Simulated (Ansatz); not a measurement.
## HfN: from a starting cell to a relaxed one

The start is a relaxed HfN cell shaken by Gaussian noise of σ = 0.08 Å a coordinate. Cell shape, volume and atoms are optimised at zero target pressure with PBEsol (plane waves to 420 eV, PAW, scalar-relativistic; Ansatz, an electronic-structure program). The first steps use a coarse 4×7×5 k-mesh.

Input geometry:
```yaml
crystal:
  lattice:
    - [6.98228, 0.00000, 0.00000]
    - [0.00000, 3.55013, 0.00000]
    - [0.00000, 0.00000, 4.96773]
  atoms:
    - { symbol: Hf, position: [0.85920, 0.27305, 0.79779] }
    - { symbol: Hf, position: [0.36735, 0.21193, 0.71778] }
    - { symbol: Hf, position: [0.14897, 0.75857, 0.22596] }
    - { symbol: Hf, position: [0.61816, 0.74463, 0.31707] }
    - { symbol: N, position: [0.13685, 0.23616, 0.98866] }
    - { symbol: N, position: [0.66510, 0.24364, 0.50065] }
    - { symbol: N, position: [0.85289, 0.74298, 0.03749] }
    - { symbol: N, position: [0.34871, 0.73695, 0.49922] }
```

Task: Which atoms feel the largest initial force, and how large is it?

Result: About 4.0 eV/Å, on Hf3 (atoms numbered as listed).

Task: By how much does the energy per atom fall from start to end?

Result: 0.11 eV/atom.

Task: How do the shortest distances between atoms change?

Result: The closest pairs of elements (up to four, under 3.6 Å), start → end: Hf–N 1.95 → 2.06 Å; N–N 2.66 → 2.79 Å; Hf–Hf 3.13 → 3.28 Å.

Task: What band gap does the relaxed structure have at this level?

Result: No gap on the sampled points, where the bands overlap only slightly; such a result is sensitive to mesh and level.

Relaxed structure:

```cif
data_Hf4N4
_chemical_formula_sum 'Hf4 N4'
_space_group_name_H-M_alt 'Pnma'
_space_group_IT_number 62
_space_group_name_Hall '-P 2ac 2n'
_cell_length_a 6.98234
_cell_length_b 3.55009
_cell_length_c 4.96771
_cell_angle_alpha 90.000
_cell_angle_beta 90.000
_cell_angle_gamma 90.000
loop_
_atom_site_label
_atom_site_type_symbol
_atom_site_symmetry_multiplicity
_atom_site_Wyckoff_symbol
_atom_site_fract_x
_atom_site_fract_y
_atom_site_fract_z
_atom_site_occupancy
Hf1 Hf 4 c 0.13241 0.25000 0.29464 1
N1 N 4 c 0.34553 0.25000 0.00764 1
```

Final values are on a 7×13×10 k-mesh of the relaxed cell. No spin polarisation in the result.

The relaxed structure here is a generated cell of HfN: the first start was made by placing the elements on the sites of a structure type, and the end was not matched to a known phase here, so it may be hypothetical. Known forms of HfN include space group No. 225.
